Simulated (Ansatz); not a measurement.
Structure: a 12-atom cell of Zr3SnO8 built on the rutile structure (relaxed group Cmmm), at its r2SCAN minimum. Around Zr lie 6 O at 2.09–2.12 Å; around Zr lie 6 O at 2.10 Å; around O lie 3 Zr at 2.09–2.10 Å; around O lie 1 Sn at 2.08 Å and 2 Zr at 2.10–2.12 Å; around Sn lie 6 O at 2.07–2.08 Å; around O lie 1 Sn at 2.07 Å and 2 Zr at 2.10 Å.

Space group Cmmm (No. 65). a = 6.831 Å, b = 6.872 Å, c = 6.489 Å, α = 90.00°, β = 90.00°, γ = 90.00°
```
atom  site  symmetry       x       y       z
  Zr    2b       mmm  0.5000  0.0000  0.0000
  Zr    4k       mm2  0.0000  0.0000  0.7487
   O    4g       2mm  0.1938  0.0000  0.0000
   O    8n       m..  0.5000  0.8063  0.7464
  Sn    2c       mmm  0.5000  0.0000  0.5000
   O    4h       2mm  0.1974  0.0000  0.5000
```

The questions ask for values computed with Ansatz 0.2.0 on this geometry. The calculation is non-magnetic, and the structure need not be a phase that has been made.

Given (6×6×4 mesh): With PBE the gap is 2.76 eV and direct, at Γ.

**Question.** What does PBE+SOC give for the gap (6×6×4 mesh)?

**Answer.** PBE+SOC gives a direct gap of 2.77 eV at Γ. The gap differs by +0.01 eV from PBE's.

**Question.** How does the gap change from PBE to r2SCAN (6×6×4)?

**Answer.** The r2SCAN gap is direct at Γ: 3.33 eV. The gap differs by +0.57 eV from PBE's.

**Question.** What are ε∞ and the Born charges with r2SCAN?

**Answer.** The clamped-ion dielectric constant comes out as 4.30, 4.34 and 4.87 along x, y and z. Born charges, averaged over directions: Zr +5.63 to +5.84, O -2.88 to -2.61, Sn +4.58 e. The program notes that the ground state's band table doesn't vouch for all the bands that the response reads.

Only the levels marked +SOC include spin-orbit coupling.

Set aside, since their points miss a band edge that the other levels read or their mesh is too coarse: HSE06, PBE0.
